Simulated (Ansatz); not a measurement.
**Question.** Write an Ansatz input for a full relaxation of cell and atoms of LaS2 with PBEsol (scalar-relativistic), a cutoff of 420 eV (density cutoff 4 times that), a Γ-centred 8×8×8 mesh and Gaussian smearing of 0.05 eV, without spin polarisation. Stop at forces under 0.01 eV/Å and stress under 0.04 GPa, or after 60 steps. Forces, stress and eigenvalues are wanted. The structure:
```
CELL_PARAMETERS angstrom
2.1032908591 1.2143355437 6.3590404157
-2.1032908591 1.2143355437 6.3590404157
0.0000000000 -2.4286710874 6.3590404157
ATOMIC_POSITIONS crystal
La 0.0000000000 0.0000000000 0.0000000000
S 0.2520000000 0.2520000000 0.2520000000
S 0.7480000000 0.7480000000 0.7480000000
```

**Answer.** 
```yaml
crystal:
  lattice:
    - [2.1032908591, 1.2143355437, 6.3590404157]
    - [-2.1032908591, 1.2143355437, 6.3590404157]
    - [0.0, -2.4286710874, 6.3590404157]
  atoms:
    - { symbol: La, position: [0.0, 0.0, 0.0] }
    - { symbol: S, position: [0.252, 0.252, 0.252] }
    - { symbol: S, position: [0.748, 0.748, 0.748] }
basis:
  ecutwfc: 420
  ecutrho_ratio: 4
kpoints:
  mp_grid: { grid: [8, 8, 8] }
hamiltonian:
  xc: pbesol
scf:
  occupations: { method: gaussian, width: 0.05 }
output:
  forces: true
  stress: true
  eigenvalues: true
relax:
  f_tol: 0.01
  max_steps: 60
  cell: { stress_tol: 0.04 }
```

Launched as:
```sh
ansatz run input.yaml --threads 4 --pin off --max-ram 4096MiB --backend cpu --events-out ev --progress --plain --runs-dir out
```

Run as written, it has 23 valence electrons, 1459 plane waves at Γ (in the final cell), 12 symmetry operations and 65 irreducible k-points; it took 90 SCF iterations in all. Run time: 57 s on 4 threads of Arm Neoverse N1, with other jobs on the host, peak memory 0.54 GiB.

This is a trial structure; measured cells of the compound in the Crystallography Open Database are in space group Pnma.
